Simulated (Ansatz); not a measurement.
input.yaml

```yaml
crystal:
  lattice:
    - [3.3190540256, 0.0, 0.0]
    - [0.0, 3.3190540256, 0.0]
    - [0.0, 0.0, 24.9571620767]
  atoms:
    - { symbol: Ta, position: [0.5, 0.5, 0.3005149374] }
    - { symbol: Ta, position: [0.0, 0.0, 0.3670099583] }
    - { symbol: Ta, position: [0.5, 0.5, 0.4335049791] }
    - { symbol: Ta, position: [0.0, 0.0, 0.5] }
    - { symbol: Ta, position: [0.5, 0.5, 0.5664950209] }
    - { symbol: Ta, position: [0.0, 0.0, 0.6329900417] }
    - { symbol: Ta, position: [0.5, 0.5, 0.6994850626] }
basis:
  ecutwfc: 420
kpoints:
  mp_grid: { grid: [10, 10, 1] }
hamiltonian:
  xc: pbe
scf:
  occupations: { method: gaussian, width: 0.1 }
output:
  forces: true
  eigenvalues: true
  write_density: true
  write_potential: true
  elf: true
  volumetric_format: npy
efield:
  axis: 3
  dipole_correction: true
  ramp_width: 0.04
```

Run as
```bash
ansatz run input.yaml --threads 2 --pin off --max-ram 5120MiB --backend cpu --events-out ev --progress --plain --runs-dir out
```

Computed with DFT PBE, scalar-relativistic, plane waves, PAW (Ansatz 0.2.0).

Abridged output:

```
Pseudopotentials: kind: paw
Pseudopotential: Ta, paw, valence charge 13, recommended cutoff 420 eV (normal)
Functional definition: PBE
Crystal: 7 atoms, lattice volume = 274.931 Å³
Basis set: ecut = 420 eV, 5419 PW (Γ), exchange–correlation on 48×48×360 points (8 copies of the dense FFT grid, shifted against one another)
Bands: 55, of which v1, the nominal top of the filled ones, is band 46 counted from 1 (45 counted from 0)
Symmetry: 8 space group operations
k-points: 21 of 100
Initial density: superposition of atomic densities (neutral atoms: chi_scale 0, normalization atom), corrected by the library's trained network
Initial wavefunctions: pseudopotential atomic-orbital guess
Functional: x = pbe(κ = 0.804, μ = 0.21951497), c = pbe(β = 0.06672455)
SCF iter   1: F=—  HF=-69522.149701 eV  |F-HF|=—  |Δ(HF+E_count)|=         —  Δρ=9.30e-3  dr2=5.95e0  ethr=1.77e-3  p= 0.000 e·Å  D=-4.65e-14 V/Å  ΔV_dip=0.00 eV  dr2_dipole=3.78e-6  V_vac-E_F(+/−)=4.21/4.21 eV  ⟨swp⟩=8.3  Hψ=5424  notcnv=0  defer=1
efield: sawtooth ramp at fractional position 0.9800 (placed from the atoms, in the widest stretch of the axis that holds none; the zero of the levels goes with the place), width 0.0400; the density the first Hamiltonian is built on has a dipole p =  0.000 e·Å; the dipole correction subtracts the counter field D = -4.65e-14 V/Å, which shifts the + side's vacuum level by +0.00 eV against the − side's; the planar-averaged density in the ramp window peaks in size at 7.0e-5 e/Å³
SCF iter   2: F=—  HF=-69522.065973 eV  |F-HF|=—  |Δ(HF+E_count)|=   8.37e-2  Δρ=6.46e-3  dr2=1.66e0  ethr=1.77e-3  p=0.000 e·Å  D=2.23e-4 V/Å  ΔV_dip=-0.01 eV  dr2_dipole=2.35e-5  V_vac-E_F(+/−)=3.91/3.91 eV  ⟨swp⟩=3.1  Hψ=1657  notcnv=0  defer=50
SCF iter   3: F=—  HF=-69522.010929 eV  |F-HF|=—  |Δ(HF+E_count)|=   5.50e-2  Δρ=8.57e-4  dr2=5.10e-3  ethr=1.77e-3  p=0.000 e·Å  D=3.99e-5 V/Å  ΔV_dip= 0.00 eV  dr2_dipole=3.16e-7  V_vac-E_F(+/−)=3.96/3.96 eV  ⟨swp⟩=1.4  Hψ=1150  notcnv=0  defer=50
SCF iter   4: F=—  HF=-69522.013398 eV  |F-HF|=—  |Δ(HF+E_count)|=   2.47e-3  Δρ=3.80e-4  dr2=1.35e-3  ethr=5.61e-6  p=0.000 e·Å  D=1.57e-5 V/Å  ΔV_dip= 0.00 eV  dr2_dipole=1.00e-8  V_vac-E_F(+/−)=4.00/4.00 eV  ⟨swp⟩=2.9  Hψ=1615  notcnv=0  defer=49
SCF iter   5: F=—  HF=-69522.013464 eV  |F-HF|=—  |Δ(HF+E_count)|=   6.63e-5  Δρ=1.64e-4  dr2=6.37e-4  ethr=1.48e-6  p=0.000 e·Å  D=6.00e-6 V/Å  ΔV_dip= 0.00 eV  dr2_dipole=5.85e-9  V_vac-E_F(+/−)=4.00/4.00 eV  ⟨swp⟩=2.0  Hψ=1442  notcnv=0  defer=49
SCF iter   6: F=—  HF=-69522.013446 eV  |F-HF|=—  |Δ(HF+E_count)|=   1.80e-5  Δρ=7.51e-5  dr2=1.36e-4  ethr=7.00e-7  p=0.000 e·Å  D=3.98e-6 V/Å  ΔV_dip= 0.00 eV  dr2_dipole=2.04e-9  V_vac-E_F(+/−)=4.01/4.01 eV  ⟨swp⟩=1.4  Hψ=1147  notcnv=0  defer=49
SCF iter   7: F=—  HF=-69522.013447 eV  |F-HF|=—  |Δ(HF+E_count)|=   1.08e-6  Δρ=1.83e-5  dr2=9.36e-6  ethr=1.49e-7  p=0.000 e·Å  D=3.91e-7 V/Å  ΔV_dip= 0.00 eV  dr2_dipole=2.38e-11  V_vac-E_F(+/−)=4.02/4.02 eV  ⟨swp⟩=1.9  Hψ=1236  notcnv=0  defer=49
SCF iter   8: F=—  HF=-69522.013562 eV  |F-HF|=—  |Δ(HF+E_count)|=   1.14e-4  Δρ=4.95e-6  dr2=4.02e-7  ethr=1.03e-8  p=0.000 e·Å  D=6.33e-8 V/Å  ΔV_dip= 0.00 eV  dr2_dipole=2.67e-12  V_vac-E_F(+/−)=4.02/4.02 eV  ⟨swp⟩=2.1  Hψ=1503  notcnv=0  defer=45
SCF iter   9: F=-69522.013562 eV  HF=-69522.013562 eV  |F-HF|=2.23e-8  |Δ(HF+E_count)|=   1.57e-9  Δρ=1.39e-6  dr2=2.58e-8  ethr=1.10e-10  p= 0.000 e·Å  D=-7.43e-8 V/Å  ΔV_dip=0.00 eV  dr2_dipole=1.68e-12  V_vac-E_F(+/−)=4.02/4.02 eV  ⟨swp⟩=23.8  Hψ=9911  notcnv=0
SCF 1 converged in 9 iterations: F = -69522.013562 eV  dr2 = 2.58e-8
WARN: The output density's exchange-correlation potential varies sharply where the density is thin. Do not read a vacuum level from v_tot or v_xc, or from such a field of the output density. On a cell that repeats whose density bears no net charge and no dipole along the vacuum's axis use v_es (v_loc + v_h of the components); under efield.dipole_correction with no amplitude use v_es + v_field, which holds any external_charges[].barrier, or the levels of the report's work_function block, which leave it out; under a non-zero efield.amplitude the vacuum is tilted and has no level; on a cell that repeats and bears such a dipole with no correction it is tilted too, and efield.dipole_correction wi ...
SCF converged after 9 iterations
Free energy (F): -69522.013562 eV
Harris-Foulkes:  -69522.013562 eV  (|F-HF|=2.23e-8)
Internal energy: -69521.984224 eV  (E = F + TS)
E sigma→0 (E₀):  -69521.998893 eV
Entropy (-TS):   -0.029338 eV (-4.191 meV/atom)
Fermi energy:    6.668189 eV
Dipole field:    D = 0.000001 V/Å  (p = 0.000002 e·Å, saw-weighted, corrected)
Work function:   Φ+ = 4.0206 eV   Φ− = 4.0207 eV
Levels:          The Fermi level and band energies are counted from a zero that moves with the ramp; work functions are not
--- Per-component energies (eV) ---
  E_band       = -1841.594905
  E_kinetic    = 2545.590074
  E_local      = -85235.621631  (includes V_loc(G=0)·N_el)
  E_nonlocal   = 101.298675
  E_hartree    = 41476.178115
  E_xc         = -1521.262170
  E_vxc        = -1417.652093  (∫ρ·V_xc dr)
  E_paw        = -58774.149345  (= ΣΔE_a)
  E_vpaw       = -787.541068  (= ΣTr[D̂ρ^β])
  E_aug_tail   = 0.000966  (compensation charges beyond the density's cutoff)
  E_efield     = 0.000000  (sawtooth field / dipole correction)
  E_vefield    = 0.000000  (∫n·V_field dr)
  E_ewald      = 31885.981093
  E_smearing   = -0.029338  (= −TS)
--- Forces (eV/Å), atoms counted from 1 ---
  atom   1  Ta     0.00000000     0.00000000     1.21848197
  atom   2  Ta     0.00000000     0.00000000    -1.09057176
  atom   3  Ta     0.00000000     0.00000000    -0.35773129
  atom   4  Ta     0.00000000     0.00000000     0.00000011
  atom   5  Ta     0.00000000     0.00000000     0.35773453
  atom   6  Ta     0.00000000     0.00000000     1.09057118
  atom   7  Ta     0.00000000     0.00000000    -1.21848663
--- Band table (eV; the first three rows of 21) ---
  k-point 0: bands = ["-61.6179", "-61.6178", "-60.6164", "-60.6141", "-60.4849", "-60.4174", "-60.3573", "-28.1644", "-28.1642", "-28.0083", "-28.0083", "-28.0082", "-28.0082", "-27.2991", "-27.2838", "-27.2447", "-27.2447", "-27.1484", "-27.1484", "-27.1304", "-26.9645", "-26.9645", "-26.8837", "-26.7397", "-26.7397", "-26.6134", "-26.5575", "-26.5575", "-0.9647", "-0.1499", "1.1569", "2.5655", "3.0003", "3.0690", "3.4271", "3.5226", "3.5660", "4.2949", "5.4958", "6.5590", "6.5998", "6.9452", "7.1146", "7.1146", "7.1824", "7.1824", "7.3288", "7.3288", "7.4120", "7.7591", "7.8207", "7.8207", "8.5028", "8.5178", "8.7951"]
  k-point 1: bands = ["-61.6170", "-61.6170", "-60.6145", "-60.6125", "-60.4821", "-60.4178", "-60.3603", "-28.1667", "-28.1664", "-28.0303", "-28.0302", "-28.0032", "-28.0032", "-27.3304", "-27.3033", "-27.2294", "-27.2283", "-27.2236", "-27.1409", "-27.0647", "-27.0129", "-26.9643", "-26.8405", "-26.7635", "-26.7478", "-26.5938", "-26.5729", "-26.5707", "-0.7542", "0.0351", "1.2955", "2.6439", "3.1274", "3.2158", "3.5008", "3.6142", "3.6874", "4.3912", "5.4590", "6.4212", "6.5230", "6.6438", "6.8255", "6.8266", "7.1434", "7.1456", "7.1635", "7.3371", "7.3378", "7.6567", "7.9059", "8.2918", "8.5169", "8.6886", "8.8595"]
  k-point 2: bands = ["-61.6149", "-61.6149", "-60.6096", "-60.6084", "-60.4736", "-60.4190", "-60.3690", "-28.1738", "-28.1734", "-28.0858", "-28.0855", "-27.9900", "-27.9899", "-27.3950", "-27.3710", "-27.2529", "-27.2523", "-27.1860", "-27.1195", "-27.0418", "-27.0407", "-26.9628", "-26.8147", "-26.7769", "-26.7707", "-26.6177", "-26.5884", "-26.5721", "-0.1503", "0.5535", "1.6484", "2.7549", "3.3979", "3.5452", "3.5835", "3.6493", "4.2106", "4.8862", "5.5889", "6.1216", "6.2138", "6.2839", "6.3236", "6.6057", "6.6097", "6.7831", "6.9927", "7.5067", "7.6073", "7.6659", "7.6710", "8.6895", "8.7033", "8.7294", "8.7546"]
```

The run converged.

The run took 24 s on 2 threads of Arm Neoverse V1 (shared host), peak memory 0.59 GiB.

Spin-orbit coupling is left out, which matters for the bands of heavy elements.
